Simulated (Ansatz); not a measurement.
K2BrCl6F in space group Fm-3m (No. 225; K on 8c, Br on 4a, Cl on 24e, F on 4b), the program Ansatz at the r²SCAN level (PAW). The conduction-band minimum lies at L, with 4 equivalent valleys. Second derivatives d²E/dk² of the lowest band at one valley (eV·Å²), along Cartesian directions:

```
direction  d²E/dk²
---------  -------
[100]        29.34
[010]        29.34
[001]        29.34
[110]        30.93
[101]        28.00
[011]        28.00
```

### Question
Find the principal effective masses, the density-of-states mass and the conductivity mass.

### Answer
Off-diagonal terms follow from H_xy = H[110] − (H_xx + H_yy)/2, and m*/mₑ = 7.620 eV·Å² over each eigenvalue: 0.24, 0.27, 0.27. One valley's DOS mass (m₁m₂m₃)^(1/3) = 0.26, conductivity mass 3/(Σ 1/mᵢ) = 0.26 mₑ.

### Question
What effective density of states Nc follows at 300 K for parabolic valleys?

### Answer
Nc = 2.509e19 × 4 × (0.26)^(3/2) ≈ 1.3e19 cm⁻³.

The workflow started from a Materials Project entry (that database holds measured and hypothetical structures alike); the Crystallography Open Database copy checked does not list it. Its standing as an ambient phase is unchecked. The r²SCAN relaxation kept the symmetry of its start; whether a distortion lowers the energy is not shown. Spin–orbit coupling is left out wherever it is not named.

Potentials: the later of the program's two PAW sets.

Edges and masses are those of Kohn–Sham bands, whose gap is no quasiparticle gap.
